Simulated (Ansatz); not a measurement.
Na (bcc (W type), Im-3m) under volume change, DFT-r²SCAN in the program Ansatz with PAW potentials, scaled uniformly.

```csv
V (Å³/atom),E − E(relaxed) (meV/atom),P (GPa)
34.282,8.4,0.86
35.412,3.6,0.53
36.542,0.8,0.25
37.672,0.0,0.00
38.802,0.8,-0.21
39.932,3.0,-0.40
41.063,6.4,-0.56
```

What does a third-order Birch–Murnaghan fit give for V₀, B₀ and B′?

V₀ = 37.67 Å³/atom, B₀ = 7.7 GPa, B′ = 3.6.

The r²SCAN relaxation kept the symmetry of its start; phonons on a q-mesh show no instability.

Potentials: the later of the program's two PAW sets.
